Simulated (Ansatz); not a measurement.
# Calculated electric field gradients for CsTlF4

The cell is a computed structure from the Materials Project (it need not be an observed phase), taken as it stands.

```
Cs Tl F
1.0
     8.56107    0.00000    0.00000
     0.00000    6.68088    0.00000
     0.00000    0.00000    8.72686
Cs Tl F
4 4 16
Cartesian
  1.6856 3.4292 1.7291
  6.8754 3.2517 6.0925
  5.9662 3.2517 1.7291
  2.5949 3.4292 6.0925
  8.5106 0.0035 3.9003
  0.0504 6.6774 8.2637
  4.2301 6.6774 3.9003
  4.3310 0.0035 8.2637
  0.5245 1.9527 4.3980
  8.0365 4.7282 0.0346
  4.8051 4.7282 4.3980
  3.7560 1.9527 0.0346
  0.1135 0.6223 1.7213
  8.4476 6.0586 6.0847
  4.3940 6.0586 1.7213
  4.1670 0.6223 6.0847
  6.3667 0.8131 3.8383
  2.1943 5.8678 8.2017
  2.0862 5.8678 3.8383
  6.4749 0.8131 8.2017
  3.5992 1.9452 3.4376
  4.9619 4.7357 7.8010
  7.8797 4.7357 3.4376
  0.6813 1.9452 7.8010
```

Atom numbers follow the list; atoms alike are taken as one site, whose name carries the number of the first.

Method: Kohn–Sham DFT in Ansatz, PBE, plane waves and PAW, with spin–orbit coupling, 420 eV cutoff, Γ-centred 3×4×3 k-points, Fermi–Dirac smearing 0.02 eV.

Conventions: |V_zz| ≥ |V_yy| ≥ |V_xx|, η = (V_xx − V_yy)/V_zz, C_Q = eQV_zz/h. Directions are in the Cartesian axes of the cell vectors above, for the atom listed; none is given where the gradient is under 0.02 or η is above 0.95.

(1) What field gradients does the calculation give at each kind of site?

Answers

(1) 

```csv
site,first atom,first shell,V_zz (10²¹ V/m²),η,"direction of V_zz (x, y, z)"
Cs,1,9 F at 2.96–3.36 Å; also 1 F at 3.77 Å,5.48,0.47,0.83 0.54 -0.13
Tl,5,6 F at 2.09–2.29 Å,-23.7,0.19,0.25 0.95 0.21
F9,9,1 Tl at 2.09 Å; also 3 Cs at 3.06–3.26 Å,15.81,0.03,0.27 0.93 0.24
F13,13,"2 Tl at 2.27 Å, angle 148°; also 1 Cs at 3.22 Å",12.85,0.22,-0.03 0.00 1.00
F17,17,"2 Tl at 2.29 Å, angle 138°; also 1 Cs at 3.25 Å",11.42,0.34,1.00 0.00 0.01
F21,21,1 Tl at 2.10 Å; also 3 Cs at 2.96–3.20 Å,15.75,0.04,-0.30 0.93 -0.22
```

At F9 and F21 V_zz points along its bond to Tl (within 1°) in each case. At F13 and F17 V_zz runs parallel to the line that joins its two neighbours (within 1°) in each case.
